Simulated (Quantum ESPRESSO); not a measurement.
**Kohn-Sham bands of Cu3Pd (Cu3Au type)**

```yaml
crystal:
  lattice:
    - [3.67193, 0.00000, 0.00000]
    - [0.00000, 3.67193, 0.00000]
    - [0.00000, 0.00000, 3.67193]
  atoms:
    - { symbol: Cu, position: [0.00000, 0.50000, 0.50000] }
    - { symbol: Cu, position: [0.50000, 0.00000, 0.50000] }
    - { symbol: Cu, position: [0.50000, 0.50000, 0.00000] }
    - { symbol: Pd, position: [0.00000, 0.00000, 0.00000] }
```

Cell from Materials Project (mp-580357), symmetrised, no further relaxation. COD (Crystallography Open Database) has the formula in 3 space groups, this one among them (matched by group alone). Method: PBEsol plane waves in Quantum ESPRESSO 7.5 (PseudoDojo norm-conserving files, 74 Ry, no spin polarisation, no spin-orbit coupling), Bloch states on a 4×4×4 mesh through Γ, Wannier90 4.0.1. Density: 12×12×12 mesh, cold smearing 0.01 Ry.

List the Kohn-Sham levels between −8 and 3.0 eV relative to the Fermi level at the high-symmetry points, as a band run of pw.x on that density gives them (levels within 2 meV counted together).


```json
[
 {"point": "Γ", "k (reciprocal lattice)": "0.000 0.000 0.000", "levels (eV)": "-5.23 (×2), -4.46 (×3), -4.33, -2.67 (×3), -1.73 (×2), -1.24, -1.12 (×3), -0.78 (×2), -0.36 (×3), 2.01 (×3)"},
 {"point": "X", "k (reciprocal lattice)": "0.000 0.500 0.000", "levels (eV)": "-6.14, -6.13, -4.46, -3.89, -3.64, -3.61 (×2), -3.31, -3.03 (×2), -2.24, -2.23, -1.97 (×2), -1.85, -1.82 (×2), -1.54, -1.49, -1.14, -1.11, -0.38"},
 {"point": "M", "k (reciprocal lattice)": "0.500 0.500 0.000", "levels (eV)": "-5.20, -4.17 (×2), -4.13, -3.59 (×2), -3.36, -3.12, -3.01, -2.98, -2.86 (×2), -2.12 (×2), -2.09, -1.95, -1.84, -1.80, -1.56 (×2), 0.08 (×2), 1.15, 1.26"},
 {"point": "R", "k (reciprocal lattice)": "0.500 0.500 0.500", "levels (eV)": "-5.38 (×3), -4.33, -2.91 (×2), -2.72 (×3), -2.62 (×3), -1.23 (×3), -0.92, -0.83 (×3), -0.70 (×2), -0.24 (×3)"}
]
```
